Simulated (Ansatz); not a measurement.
## P as a free-standing sheet: computed properties

P:
```
CELL_PARAMETERS angstrom
      3.28511     0.00000     0.00000
      0.00000     4.58575     0.00000
      0.00000     0.00000    30.00000
ATOMIC_POSITIONS crystal
  P  0.00000 0.91012 0.53482
  P  0.50000 0.58988 0.53482
  P  0.00000 0.08988 0.46518
  P  0.50000 0.41012 0.46518
```
The layer is periodic in x and y and isolated along z.

Method: the program Ansatz at the r²SCAN+D4 level (PAW). Lattice and atoms are relaxed at this level; other levels are named.

**Structure**

```yaml
In-plane lattice: a = 3.285 Å, b = 4.586 Å
distance_between_the_outermost_nuclei: 2.09 Å
```

**Electronic structure**

```yaml
band_gap: 1.03 eV (direct)
valence_band_maximum: on the Γ–X line, 10 % of the way from Γ
conduction_band_minimum: at Γ
Ionisation potential (Kohn–Sham): 5.18 eV
Electron affinity (Kohn–Sham): 4.14 eV
Electron effective mass, in the valley at Γ: 1.2 along x, 0.14 along y (mₑ)
Hole effective mass, in the valley on the Γ–X line, 10 % of the way from Γ: 3.0 along x, 0.13 along y (mₑ)
HSE06 gap on the r²SCAN+D4 cell: 1.53 eV
HSE06 ionisation potential: 5.44 eV
```

Space group Pmna (puckered). A layer that has been made, often on a substrate. The cell was relaxed with r²SCAN+D4 under the symmetry of its start; its stability against distortions is not shown here.

Potentials: the later of the program's two PAW sets.
